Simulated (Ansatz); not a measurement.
Rigid (100) slab of AlNi, space group Pm-3m (No. 221):

```
CELL_PARAMETERS angstrom
2.86217 0.00000 0.00000
0.00000 2.86217 0.00000
0.00000 0.00000 24.15541
ATOMIC_POSITIONS crystal
Ni 0.50000 0.50000 0.35189
Al 0.00000 0.00000 0.41113
Ni 0.50000 0.50000 0.47038
Al 0.00000 0.00000 0.52975
Ni 0.50000 0.50000 0.59132
Al 0.00000 0.00000 0.64694
```

Theory: DFT PBEsol, scalar-relativistic, plane waves, PAW in Ansatz. Settings: cutoff 420 eV, Γ-centred mesh 10×10×1 on the computed 7-atom cell, Gaussian smearing of 0.10 eV; no spin polarisation. The cell repeats along c with a dipole correction in the vacuum.

An adatom of N is held over the places (i/3, j/3) of the 1×1 surface cell, counted from the highest atom (Al), and only its height relaxes; one adatom per 8.2 Å². This grid misses the bridge places.

Heights over the highest slab atom in Å:

| i | j=0 | j=1 | j=2 |
| --- | --- | --- | --- |
| 0 | 1.84 | 1.50 | 1.50 |
| 1 | 1.50 | 0.96 | 0.96 |
| 2 | 1.50 | 0.96 | 0.96 |

Question: Among these places, where is the adatom most and least stable, and how far apart in energy?

Answer: Lowest at (i, j) = (1, 1), (1, 2), (2, 1), (2, 2); highest at (0, 0), 1.77 eV above. All energies in eV:

```csv
i,j=0,j=1,j=2
0,1.77,1.16,1.16
1,1.16,0.00,0.00
2,1.16,0.00,0.00
```

Spin polarisation was left out, and a magnetic state may lie lower.